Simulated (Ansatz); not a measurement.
Relaxation of a generated cell, Li placed in the AFLOW prototype A_hP3_152_a (A8, as in Se); 3 atoms in the cell, which starts as P3₁21 (No. 152), hP3; a = 4.019 Å, b = 4.019 Å, c = 4.559 Å, α = 90.00°, β = 90.00°, γ = 120.00°. Computed with PBE (plane waves to 420 eV, PAW, scalar-relativistic; Ansatz, an electronic-structure program). Γ-centred k-mesh 9×9×7 on the run's cell (coarser than for final values), Fermi–Dirac smearing 0.05 eV. This is the first round of the run. 

The optimiser's lines from the output (shortened; P is positive under compression):

```
relax step   1: F+E_penalty+E_count = -612.77146983 eV  Δ(F+E_penalty+E_count) = +0.000e0 eV  max|allowed force component| = 1.601e0 eV/Å  Δτ_max = 0.0000 Å  P = +1.362 GPa  Ω = 63.763 Å³  (6 SCF iters, dr2 threshold 1.00e-7 eV, accepted)
relax step   2: F+E_penalty+E_count = -613.45146467 eV  Δ(F+E_penalty+E_count) = -6.800e-1 eV  max|allowed force component| = 7.904e-1 eV/Å  Δτ_max = 0.1947 Å  P = +0.718 GPa  Ω = 60.194 Å³  (5 SCF iters, dr2 threshold 3.00e-7 eV, accepted)
relax step   3: F+E_penalty+E_count = -613.68920303 eV  Δ(F+E_penalty+E_count) = -2.377e-1 eV  max|allowed force component| = 1.353e-1 eV/Å  Δτ_max = 0.1926 Å  P = +1.012 GPa  Ω = 56.956 Å³  (5 SCF iters, dr2 threshold 3.00e-7 eV, accepted)
relax step   4: F+E_penalty+E_count = -613.72720806 eV  Δ(F+E_penalty+E_count) = -3.801e-2 eV  max|allowed force component| = 6.648e-3 eV/Å  Δτ_max = 0.0488 Å  P = +0.621 GPa  Ω = 58.383 Å³  (4 SCF iters, dr2 threshold 3.00e-7 eV, accepted)
relax step   5: F+E_penalty+E_count = -613.79958122 eV  Δ(F+E_penalty+E_count) = -7.237e-2 eV  max|allowed force component| = 8.735e-2 eV/Å  Δτ_max = 0.0293 Å  P = +0.115 GPa  Ω = 60.301 Å³  (4 SCF iters, dr2 threshold 3.00e-7 eV, accepted)
relax step   6: F+E_penalty+E_count = -613.86467024 eV  Δ(F+E_penalty+E_count) = -6.509e-2 eV  max|allowed force component| = 1.173e-1 eV/Å  Δτ_max = 0.0112 Å  P = -0.035 GPa  Ω = 60.870 Å³  (4 SCF iters, dr2 threshold 3.00e-7 eV, accepted)
relax step   7: F+E_penalty+E_count = -613.92568433 eV  Δ(F+E_penalty+E_count) = -6.101e-2 eV  max|allowed force component| = 6.689e-2 eV/Å  Δτ_max = 0.0194 Å  P = -0.016 GPa  Ω = 60.676 Å³  (4 SCF iters, dr2 threshold 3.00e-7 eV, accepted)
relax step   8: F+E_penalty+E_count = -613.98513808 eV  Δ(F+E_penalty+E_count) = -5.945e-2 eV  max|allowed force component| = 1.404e-2 eV/Å  Δτ_max = 0.0187 Å  P = +0.246 GPa  Ω = 59.679 Å³  (5 SCF iters, dr2 threshold 3.00e-7 eV, accepted)
relax step   9: F+E_penalty+E_count = -614.05139428 eV  Δ(F+E_penalty+E_count) = -6.626e-2 eV  max|allowed force component| = 1.070e-1 eV/Å  Δτ_max = 0.0350 Å  P = +0.256 GPa  Ω = 59.549 Å³  (5 SCF iters, dr2 threshold 3.00e-7 eV, accepted)
relax step  10: F+E_penalty+E_count = -614.07121174 eV  Δ(F+E_penalty+E_count) = -1.982e-2 eV  max|allowed force component| = 1.162e-2 eV/Å  Δτ_max = 0.0352 Å  P = +0.165 GPa  Ω = 59.587 Å³  (6 SCF iters, dr2 threshold 3.00e-7 eV, accepted)
relax step  11: F+E_penalty+E_count = -614.07823773 eV  Δ(F+E_penalty+E_count) = -7.026e-3 eV  max|allowed force component| = 1.479e-5 eV/Å  Δτ_max = 0.0045 Å  P = +0.013 GPa  Ω = 60.284 Å³  (4 SCF iters, dr2 threshold 3.00e-7 eV, accepted)
relax step  12: F+E_penalty+E_count = -614.07838868 eV  Δ(F+E_penalty+E_count) = -1.510e-4 eV  max|allowed force component| = 7.510e-5 eV/Å  Δτ_max = 0.0000 Å  P = +0.005 GPa  Ω = 60.303 Å³  (3 SCF iters, dr2 threshold 2.96e-8 eV, accepted)
relax step  13: F+E_penalty+E_count = -614.08175957 eV  Δ(F+E_penalty+E_count) = -3.371e-3 eV  max|allowed force component| = 7.118e-5 eV/Å  Δτ_max = 0.0000 Å  P = +0.085 GPa  Ω = 60.303 Å³  stress off target by 1.29e-1 GPa  SCF on the basis re-selected at this cell (its energy is not comparable with the rows above)  (6 SCF iters)
relax step  14: F+E_penalty+E_count = -614.08192136 eV  Δ(F+E_penalty+E_count) = -1.618e-4 eV  max|allowed force component| = 7.900e-6 eV/Å  Δτ_max = 0.0000 Å  P = +0.023 GPa  Ω = 60.569 Å³  (3 SCF iters, dr2 threshold 4.16e-8 eV, accepted)
relax step  15: F+E_penalty+E_count = -614.08192899 eV  Δ(F+E_penalty+E_count) = -7.631e-6 eV  max|allowed force component| = 1.912e-5 eV/Å  Δτ_max = 0.0000 Å  P = +0.004 GPa  Ω = 60.651 Å³  (3 SCF iters, dr2 threshold 2.06e-9 eV, accepted)
relax step  16: F+E_penalty+E_count = -614.08193135 eV  Δ(F+E_penalty+E_count) = -2.351e-6 eV  max|allowed force component| = 1.975e-5 eV/Å  Δτ_max = 0.0000 Å  P = +0.004 GPa  Ω = 60.651 Å³  stress off target by 4.60e-3 GPa  SCF on the basis re-selected at this cell (its energy is not comparable with the rows above)  (3 SCF iters)
```

From the first to the last row the energy changes by -0.44 eV/atom and the volume by -4.9 %. The last row is marked as not comparable with the walk above it, whose basis was carried along; it does compare with step 1, since both stand on a basis selected at the nominal cutoff for their own cell.

Later rounds, restarted from the end of this one on a renewed k-mesh, logged 8 more steps and released under 0.01 eV/atom more. The final structure after all rounds: Im-3m (No. 229), cI2, bcc (W type); a = 3.435 Å, b = 3.435 Å, c = 3.435 Å, α = 90.00°, β = 90.00°, γ = 90.00°. Between re-selections the logged energies stand on a plane-wave basis carried along with the cell. No spin polarisation in the result.

The run could not lose the symmetry of its start.
